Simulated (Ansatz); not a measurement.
ReC:
```yaml
crystal:
  lattice:
    - [2.69204, 0.00000, 0.00000]
    - [0.00000, 2.69204, 0.00000]
    - [0.00000, 0.00000, 2.69204]
  atoms:
    - { symbol: Re, position: [0.00000, 0.00000, 0.00000] }
    - { symbol: C, position: [0.50000, 0.50000, 0.50000] }
```

Relaxed with PBE. Special points in fractions of this cell's reciprocal vectors: Γ (0.000, 0.000, 0.000); X (0.000, 0.500, 0.000); M (0.500, 0.500, 0.000); R (0.500, 0.500, 0.500).

**Question.** List the band energies nearest the Fermi level at these points for the program Ansatz at the PBE level (PAW).

**Answer.** In eV from the Fermi level; about four levels below and three above (degenerate sets whole), none deeper than 8.9 eV; points with the same levels are listed once.

```tsv
k	below	above
Γ	-5.90 -5.90 -0.21 -0.21 -0.21	1.64 1.64 1.64
X	-4.87 -4.04 -4.04	2.10 3.46 6.29 6.29
M	-4.95 -4.95 -4.91 -1.04 -1.04	1.05 2.63 4.19
R	-8.86 -8.86 -8.86 -8.31	4.42 4.42 7.24 7.24 7.24
```

Space group Pm-3m (CsCl type). A made-up cell: these elements were put on the sites of a structure type; neither database checked (COD, Materials Project) lists it. Whether it is the stable phase at ambient conditions was not checked. The cell was relaxed with PBE under the symmetry of its start; its stability against distortions is not shown here. No spin polarisation was allowed. Scalar-relativistic: spin–orbit coupling is off unless named, which matters more the heavier the elements.

Potentials: the earlier of the program's two PAW sets.
